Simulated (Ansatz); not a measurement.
SiO2 (rutile)

```
SiO2
1.0
    4.19454     0.00000     0.00000
    0.00000     4.19454     0.00000
    0.00000     0.00000     2.67824
Si O
2 4
Direct
  0.50000   0.50000   0.50000
  0.00000   0.00000   0.00000
  0.80605   0.80605   0.50000
  0.30605   0.69395   0.00000
  0.69395   0.30605   0.00000
  0.19395   0.19395   0.50000
```

In this cell atom 5 (O, nearest neighbour Si at 1.765 Å; its periodic images, 2.7 Å or more away, move with it) is moved by s along Cartesian x, unit vector (1.000, 0.000, 0.000); all other atoms and the cell stay fixed.

All values below come from PBEsol (plane waves to 420 eV, PAW, scalar-relativistic; Ansatz, a first-principles code). k mesh 6×6×10 (Γ-centred), Fermi-Dirac smearing 0.05 eV. E stands for the smeared free energy. SiO2 was relaxed with its symmetry unable to fall. The PAW data are Ansatz's earlier set. ΔE is measured from the undisplaced structure.

```
s (Å)   ΔE (meV/cell)
------  -------------
-0.180            346
-0.144            222
-0.108            125
-0.072             56
-0.036             14
0.000               0
0.036              14
0.072              56
0.108        withheld
0.144             224
0.180             351
```

Fit a polynomial form (powers 2, 3, 4) to the given rows and predict ΔE at s = 0.108.

Least squares on the 10 given rows: ΔE = (10770)·s² + (408.2)·s³ + (-386.1)·s⁴, in meV/cell with s in Å; root-mean-square residual 0.2 meV/cell. At 0.108 the fit gives 126 meV/cell; the calculation gives 126 meV/cell, the same to the digits shown. The quadratic term alone would give 126 meV/cell.

(For displaced atoms, the force is minus the slope of the energy, and its curvature is a force constant, which sets phonon frequencies.)
